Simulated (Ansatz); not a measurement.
Consider the following.

TaN (rock salt, Fm-3m), a = b = c = 4.396 Å, α = β = γ = 90.00°; the cell used has 2 atoms.

This is the r²SCAN-relaxed structure.

Problem. All from r²SCAN in the plane-wave PAW code Ansatz, unless another level is named. Predict the electronic character.

Solution. metallic (no gap).

Problem. Give the density of states at the Fermi level.

Solution. 0.38 states/eV per atom (mean over ±0.08 eV).

Problem. Predict the gap with spin–orbit coupling.

Solution. none (metallic).

The r²SCAN relaxation kept the symmetry of its start. No spin polarisation was allowed. Spin–orbit coupling is left out wherever it is not named.

Potentials: the later of the program's two PAW sets.
